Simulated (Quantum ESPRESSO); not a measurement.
**Kohn-Sham bands of GeSe (rock salt)**

```
CELL_PARAMETERS angstrom
      0.00000     2.80845     2.80845
      2.80845     0.00000     2.80845
      2.80845     2.80845     0.00000
ATOMIC_POSITIONS crystal
  Ge 0.00000 0.00000 0.00000
  Se 0.50000 0.50000 0.50000
```

Cell from Materials Project (mp-10759), symmetrised, no further relaxation. Not found in the COD (Crystallography Open Database) copy used, which has the formula in other groups; not checked further. Level: PBEsol, spinors with spin-orbit coupling; pw.x of Quantum ESPRESSO at 69 Ry with PseudoDojo potentials, 8×8×8 k-points, Wannier90. Density: 10×10×10 mesh, Gaussian smearing 0.01 Ry. The gap is small at this level and was sampled on the meshes and a path alone.

**Question.** List the Kohn-Sham levels between −8 and 3.2 eV relative to the valence-band maximum at the high-symmetry points, as a band run of pw.x on that density gives them (levels within 2 meV counted together).

**Answer.** 
```csv
point,k (reciprocal lattice),levels (eV)
Γ,0.000 0.000 0.000,"-5.45 (×2), -2.52 (×2), -2.13 (×4)"
X,0.500 0.000 0.500,"-7.29 (×2), -6.38 (×2), -4.24 (×2), -4.03 (×2), 2.76 (×2)"
U,0.625 0.250 0.625,"-5.91 (×2), -3.60 (×2), -3.01 (×2)"
K,0.375 0.375 0.750,"-5.91 (×2), -3.60 (×2), -3.01 (×2)"
L,0.500 0.500 0.500,"-2.16 (×2), -1.89 (×2), 0.00 (×2), 0.22 (×2), 0.60 (×2), 0.74 (×2)"
W,0.500 0.250 0.750,"-5.52 (×2), -5.44 (×2), -0.88 (×2), 1.15 (×2)"
```
